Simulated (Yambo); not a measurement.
# Optical response of Re

```xyz
2
Lattice="2.7653 0.0000 0.0000 -1.3827 2.3949 0.0000 0.0000 0.0000 4.4736" Properties=species:S:1:pos:R:3 pbc="T T T"
Re     0.0000     1.5966     1.1184
Re     1.3827     0.7983     3.3552
```

Yambo, RPA with local fields on LDA bands; 21×21×12 mesh, 49 bands, 4 Ry local-field block, 0.25 eV broadening; field along x.

```tsv
E (eV)	Im ε	Im ε, independent particles
0.6	46.2	46.3
1.2	26.4	26.4
1.9	23.9	24.0
2.5	27.4	27.7
3.1	26.9	26.4
3.8	24.1	23.6
4.4	25.5	25.8
5.0	17.2	17.4
5.6	11.9	12.0
6.2	9.61	9.54
6.9	6.87	6.83
7.5	5.12	5.10
8.1	3.74	3.73
8.8	3.63	3.61
9.4	3.17	3.16
10.0	3.98	3.96
10.6	4.53	4.45
11.2	3.72	3.68
11.9	3.49	3.45
12.5	2.94	2.94
13.1	2.78	2.81
13.8	2.49	2.51
14.4	2.46	2.56
15.0	2.86	3.27
15.6	3.54	4.22
16.2	3.72	4.38
16.9	3.80	4.24
17.5	3.26	3.44
18.1	2.69	2.72
18.8	2.25	2.25
19.4	1.60	1.59
20.0	1.23	1.25
```

Only interband transitions are included: the Drude term is missing, so nothing below about 0.6 eV and no real part is shown. Peak heights and small wiggles depend on the k mesh.

Spin-orbit coupling is left out; for elements this heavy it splits bands near the Fermi level.

Geometry of the Materials Project entry, not relaxed at this level.
